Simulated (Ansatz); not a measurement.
LaB6:
Space group Pm-3m (No. 221); a = b = c = 4.130 Å, α = β = γ = 90.00°

| atom | site | symmetry | x | y | z |
|---|---|---|---|---|---|
| La | 1a | m-3m | 0.0000 | 0.0000 | 0.0000 |
| B | 6f | 4m.m | 0.1997 | 0.5000 | 0.5000 |

Relaxed with PBEsol.

Task: Decompose the optical modes at the zone centre into irreducible representations, and say which are infrared and Raman allowed.

Result: Point group m-3m: Γ_opt = A1g + Eg + T1g + 2T1u + T2g + T2u. Infrared: T1u. Raman: A1g, Eg, T2g.

Task: Assign frequencies (DFPT, PBEsol in the plane-wave PAW code Ansatz).

Result: T1u 186, T2u 519, T1g 563, T2g 704, T1u 858, Eg 1136, A1g 1287 cm⁻¹.

The cell was relaxed with PBEsol under the symmetry of its start; of distortions, only those at the zone centre were tested. As this level gives no gap, phonon frequencies hold no LO–TO term and depend on the k-mesh and smearing (Fermi–Dirac, 0.1 eV here). Scalar-relativistic: spin–orbit coupling is off unless named, which matters more the heavier the elements.

Potentials: the later of the program's two PAW sets.
